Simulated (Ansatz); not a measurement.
P2W:
```xyz
6
Lattice="4.2417 1.5953 0.0000 -4.2417 1.5953 0.0000 -3.6536 0.0000 6.5183" Properties=species:S:1:pos:R:3 pbc="T T T"
P     -3.1591     1.5953     0.1644
P     -0.4944     1.5953     6.3538
P     -0.6160     1.5953     2.6137
P     -3.0376     1.5953     3.9045
W      1.8291     1.5953     1.9122
W     -5.4826     1.5953     4.6060
```

Relaxed with r²SCAN. Special points in fractions of this cell's reciprocal vectors: Γ (0.000, 0.000, 0.000); C (0.296, 0.296, 0.000); C2 (-0.296, 0.704, 0.000); Y2 (-0.500, 0.500, 0.000); M2 (-0.500, 0.500, 0.500); D (-0.271, 0.729, 0.500); D2 (0.271, 0.271, 0.500); A (0.000, 0.000, 0.500); L2 (0.000, 0.500, 0.500); V2 (0.000, 0.500, 0.000).

### Question
List the band energies nearest the Fermi level at these points for r²SCAN (plane waves, PAW; program Ansatz).

### Answer
In eV from the Fermi level; about four levels below and three above (degenerate sets whole), none deeper than 8.9 eV; points with the same levels are listed once.

```csv
k,below,above
Γ,-2.57 -2.26 -1.92 -0.41,0.56 0.93 1.84
C,-3.06 -2.96 -2.46 -0.27,0.28 1.33 2.00
Y2,-1.34 -1.08 -0.57 -0.37,1.68 2.12 2.18
M2,-2.06 -1.95 -1.16 -0.57,0.80 1.06 1.30
D,-3.53 -2.86 -2.48 -0.32,1.22 1.54 2.28
A,-3.12 -1.62 -1.55 -1.24,1.34 1.83 2.27
L2,-3.34 -2.97 -1.88 -0.86,0.84 1.67 2.29
V2,-3.87 -3.66 -2.95 -2.04,0.39 1.77 1.95
```

Space group C2/m. The workflow started from an entry of the Crystallography Open Database (COD), which files this formula under 2 space groups. Whether it is the stable phase at ambient conditions was not checked. The r²SCAN relaxation kept the symmetry of its start; its stability against distortions is not shown here. No spin polarisation was allowed. Spin–orbit coupling is left out wherever it is not named.

Potentials: the later of the program's two PAW sets.
